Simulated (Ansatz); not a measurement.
The start is a relaxed VBiO4 cell, doubled along one cell vector, shaken by Gaussian noise of σ = 0.08 Å a coordinate. The cell and all atomic positions are relaxed at zero pressure with r2SCAN (plane waves to 500 eV, PAW, scalar-relativistic; Ansatz, a first-principles code). The first steps use a coarse 7×7×2 k-mesh.

Starting cell:
```yaml
crystal:
  lattice:
    - [3.62008, 0.00000, 0.00000]
    - [-1.81004, 3.13508, 0.00000]
    - [0.00000, 0.00000, 11.29143]
  atoms:
    - { symbol: V, position: [0.96933, 0.97794, 0.24508] }
    - { symbol: V, position: [0.03390, 0.01552, 0.73574] }
    - { symbol: Bi, position: [0.02950, 0.00442, 0.00504] }
    - { symbol: Bi, position: [0.04724, 0.04083, 0.49443] }
    - { symbol: O, position: [0.33048, 0.70084, 0.13101] }
    - { symbol: O, position: [0.34242, 0.68063, 0.65085] }
    - { symbol: O, position: [0.69771, 0.34173, 0.13291] }
    - { symbol: O, position: [0.67581, 0.35250, 0.64012] }
    - { symbol: O, position: [0.63974, 0.30167, 0.34736] }
    - { symbol: O, position: [0.66190, 0.33558, 0.86034] }
    - { symbol: O, position: [0.33267, 0.69714, 0.35582] }
    - { symbol: O, position: [0.35731, 0.69621, 0.86926] }
```
Spin-polarised start, with parallel moments on V.

**Question.** What pressure does the first self-consistent step give?

**Answer.** +3.0 GPa (positive: the cell is compressed).

**Question.** By how much does the energy per atom fall from start to end?

**Answer.** 1.92 eV/atom.

**Question.** How does the volume per atom move from start to end?

**Answer.** +45.9 %, from 10.68 to 15.58 Å³/atom.

**Question.** Is the parent structure recovered?

**Answer.** It does not go back: it reaches P2₁ (No. 4), 1.91 eV/atom below the parent.

**Question.** What magnetic moments remain?

**Answer.** Zero (the starting moments vanished).

**Question.** Give the final cell and atomic positions.

**Answer.** 
```cif
data_Bi2O8V2
_chemical_formula_sum 'V2 Bi2 O8'
_space_group_name_H-M_alt 'P21'
_space_group_IT_number 4
_space_group_name_Hall 'P 2yb'
_cell_length_a 4.59197
_cell_length_b 8.64570
_cell_length_c 5.22093
_cell_angle_alpha 90.000
_cell_angle_beta 115.584
_cell_angle_gamma 90.000
loop_
_space_group_symop_operation_xyz
  'x, y, z'
  '-x, y+1/2, -z'
loop_
_atom_site_label
_atom_site_type_symbol
_atom_site_symmetry_multiplicity
_atom_site_Wyckoff_symbol
_atom_site_fract_x
_atom_site_fract_y
_atom_site_fract_z
_atom_site_occupancy
V1 V 2 a 0.02025 0.25234 0.42437 1
Bi1 Bi 2 a 0.38838 0.46421 0.06161 1
O1 O 2 a 0.64274 0.26766 0.39171 1
O2 O 2 a 0.05164 0.07535 0.29891 1
O3 O 2 a 0.29919 0.27312 0.77958 1
O4 O 2 a 0.02415 0.40131 0.19958 1
```

Final values are on a 8×4×7 k-mesh of the relaxed cell. No spin polarisation in the result: the starting moments vanished. No Hubbard U is applied.

The relaxed structure here is a generated cell of VBiO4: the first start was made by placing the elements on the sites of a structure type, and the end was not matched to a known phase here, so it may be hypothetical. Known forms of VBiO4 include space group No. 88.
